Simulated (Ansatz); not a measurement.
Structure: Ga₄SbP₃, ordered on the zincblende lattice (P-43m) with 8 atoms a cell, at its r2SCAN minimum. Space group P-43m (No. 215), cubic; conventional cell a = 5.624 Å, 22.23 Å³ an atom. Around P lie 4 Ga at 2.40 Å; around Ga lie 3 P at 2.40 Å and 1 Sb at 2.55 Å; around Sb lie 4 Ga at 2.55 Å.

```xyz
8
Lattice="5.6237 0.0000 0.0000 0.0000 5.6237 0.0000 0.0000 0.0000 5.6237" Properties=species:S:1:pos:R:3 pbc="T T T"
P     2.8118    0.0000    0.0000
Ga    1.3369    4.2867    4.2867
P     0.0000    2.8118    0.0000
Ga    4.2867    1.3369    4.2867
P     0.0000    0.0000    2.8118
Ga    4.2867    4.2867    1.3369
Sb    2.8118    2.8118    2.8118
Ga    1.3369    1.3369    1.3369
```

3 runs of Ansatz on this cell differ in the functional (and in the settings that go with it). Levels are in eV from each run's valence top; v1 is the last filled band, c1 the first empty one.

Run A, mean stress +0.4 GPa (compression positive):

| point | v2 | v1 | c1 | c2 |
| --- | --- | --- | --- | --- |
| Γ | 0.00 | 0.00 | 1.09 | 2.10 |
| X | -1.48 | -1.48 | 2.32 | 2.58 |
| M | -0.99 | -0.99 | 3.15 | 3.15 |
| R | -0.65 | -0.65 | 1.66 | 1.66 |

Run B, mean stress +2.3 GPa (compression positive):

| point | v2 | v1 | c1 | c2 |
| --- | --- | --- | --- | --- |
| Γ | 0.00 | 0.00 | 0.44 | 1.43 |
| X | -1.38 | -1.38 | 1.61 | 1.94 |
| M | -0.92 | -0.92 | 2.34 | 2.34 |
| R | -0.61 | -0.61 | 0.93 | 0.93 |

Run C, mean stress +0.2 GPa (compression positive):

| point | v2 | v1 | c1 | c2 |
| --- | --- | --- | --- | --- |
| Γ | 0.00 | 0.00 | 1.71 | 2.74 |
| X | -1.52 | -1.52 | 2.96 | 3.22 |
| M | -1.01 | -1.01 | 3.81 | 3.81 |
| R | -0.67 | -0.67 | 2.29 | 2.29 |

Question: Match the runs to PBE, HSE06, PBE0.

Answer: A is HSE06, B is PBE, C is PBE0. In order of the gap: PBE 0.44, HSE06 1.09, PBE0 1.71 eV.

Simulation only: spin-unpolarised, and no claim that this is the phase found in nature.

No spin-orbit coupling is included; it can move band edges with weight on the heavy atoms by tenths of an eV.

The program warns that its thresholds are loose for a hybrid's stress.

The meshes of the hybrids are coarse, so their gaps aren't converged to the digits shown.
